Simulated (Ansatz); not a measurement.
CdTe:
```
CdTe
1.0
    0.00000     3.27934     3.27934
    3.27934     0.00000     3.27934
    3.27934     3.27934     0.00000
Cd Te
1 1
Direct
  0.00000   0.00000   0.00000
  0.75000   0.75000   0.75000
```

Relaxed with r²SCAN. Special points in fractions of this cell's reciprocal vectors: Γ (0.000, 0.000, 0.000); X (0.500, 0.000, 0.500); U (0.625, 0.250, 0.625); K (0.375, 0.375, 0.750); L (0.500, 0.500, 0.500); W (0.500, 0.250, 0.750).

Problem. List the band energies nearest the valence-band maximum at these points for r²SCAN (plane waves, PAW; program Ansatz).

Solution. In eV from the valence-band maximum; about four levels below and three above (degenerate sets whole), none deeper than 8.9 eV; points with the same levels are listed once.

```csv
k,below,above
Γ,-8.21 -8.21 0.00 0.00 0.00,1.16 5.07 5.07 5.07
X,-7.72 -4.17 -1.79 -1.79,2.96 3.00 9.24
U,-7.69 -4.06 -2.45 -1.48,3.25 4.82 7.77
L,-7.86 -4.28 -0.74 -0.74,2.20 5.62 5.62
W,-7.65 -4.03 -2.24 -2.09,4.54 4.96 6.05
```

Space group F-43m (zinc blende). The cell was relaxed with r²SCAN under the symmetry of its start. Scalar-relativistic: spin–orbit coupling is off unless named, which matters more the heavier the elements.

Potentials: the earlier of the program's two PAW sets.
